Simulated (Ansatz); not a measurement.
## Cs₃Y₂I₃Br₆: Coordination and 133Cs quadrupole coupling

Cell: a COD entry, relaxed with PBE at fixed cell and then changed (all 12 I of one site replaced by Br, ions relaxed).

```yaml
crystal:
  lattice:
    - [8.40600, 0.00000, 0.00000]
    - [-4.20300, 7.27981, 0.00000]
    - [0.00000, 0.00000, 21.28000]
  atoms:
    - { symbol: Cs, position: [0.00000, 0.00000, 0.25000] }
    - { symbol: Cs, position: [0.00000, 0.00000, 0.75000] }
    - { symbol: Cs, position: [0.33333, 0.66667, 0.06241] }
    - { symbol: Cs, position: [0.66667, 0.33333, 0.56241] }
    - { symbol: Cs, position: [0.33333, 0.66667, 0.43759] }
    - { symbol: Cs, position: [0.66667, 0.33333, 0.93759] }
    - { symbol: Y, position: [0.66667, 0.33333, 0.15220] }
    - { symbol: Y, position: [0.33333, 0.66667, 0.65220] }
    - { symbol: Y, position: [0.66667, 0.33333, 0.34780] }
    - { symbol: Y, position: [0.33333, 0.66667, 0.84780] }
    - { symbol: I, position: [0.50314, 0.00627, 0.25000] }
    - { symbol: I, position: [0.49686, 0.50314, 0.75000] }
    - { symbol: I, position: [0.99373, 0.49686, 0.25000] }
    - { symbol: I, position: [0.49686, 0.99373, 0.75000] }
    - { symbol: I, position: [0.50314, 0.49686, 0.25000] }
    - { symbol: I, position: [0.00627, 0.50314, 0.75000] }
    - { symbol: Br, position: [0.82643, 0.65286, 0.08670] }
    - { symbol: Br, position: [0.17357, 0.82643, 0.58670] }
    - { symbol: Br, position: [0.34714, 0.17357, 0.08670] }
    - { symbol: Br, position: [0.17357, 0.34714, 0.58670] }
    - { symbol: Br, position: [0.82643, 0.17357, 0.08670] }
    - { symbol: Br, position: [0.65286, 0.82643, 0.58670] }
    - { symbol: Br, position: [0.34714, 0.17357, 0.41330] }
    - { symbol: Br, position: [0.17357, 0.82643, 0.91330] }
    - { symbol: Br, position: [0.82643, 0.65286, 0.41330] }
    - { symbol: Br, position: [0.65286, 0.82643, 0.91330] }
    - { symbol: Br, position: [0.82643, 0.17357, 0.41330] }
    - { symbol: Br, position: [0.17357, 0.34714, 0.91330] }
```

Atoms are numbered from 1 in the order listed; like atoms form one site, named after its first atom.

Computed with Ansatz: DFT, PBE, plane waves and PAW, scalar-relativistic, 420 eV cutoff, Γ-centred 4×4×2 k-points, Fermi–Dirac smearing 0.02 eV.

Q(133Cs) = -3.430 mb.

(1) Rank these Cs sites by |C_Q|, smallest first.
A. Cs1: 6 I at 4.20 Å, 6 Br at 4.30 Å
B. Cs3: 9 Br at 3.93–4.24 Å, 3 I at 4.70 Å; also 1 Y at 4.57 Å

Answers

(1) A (0.043 MHz, η = 0.00), B (0.058 MHz, η = 0.00).

An axis of threefold or higher order runs through Cs1 and Cs3, so V_zz lies along it and η is zero.

Without spin–orbit coupling the gradients at and beside I can be off by some per cent, at some sites by more.
